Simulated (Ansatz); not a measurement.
Cu Kα1 powder pattern (kinematic, no thermal factors).
2θ (°) (relative intensity): 22.19 (4), 25.88 (2), 36.48 (100), 36.93 (48), 43.50 (2), 51.87 (9), 53.22 (17), 65.36 (18), 66.24 (34), 77.51 (11), 78.60 (5), 87.77 (8), 89.91 (8)

The pattern is computed from a structure relaxed with DFT PBE, scalar-relativistic, plane waves, PAW in Ansatz 0.2.0. No spin polarisation. Its elements are As, In.

Task: Give the structure.

Result: InAs$_{3}$.
Space group I4/mmm (No. 139). a = 4.864 Å, b = 4.864 Å, c = 7.045 Å, α = 90.00°, β = 90.00°, γ = 90.00°
```json
{"atom": "In", "site": "2a", "symmetry": "4/mmm", "x": "0.0000", "y": "0.0000", "z": "0.0000"}
{"atom": "As", "site": "2b", "symmetry": "4/mmm", "x": "0.5000", "y": "0.5000", "z": "0.0000"}
{"atom": "As", "site": "4d", "symmetry": "-4m2", "x": "0.0000", "y": "0.5000", "z": "0.2500"}
```

A pattern alone doesn't exclude other cells with like lines; this is the one computed.

Another cell of InAs3 relaxed alike, in Im-3m, lies 280 meV/atom lower, so this cell isn't the stable form at this level.

The structure comes from a generated guess; another structure or a mixture of phases may lie lower.
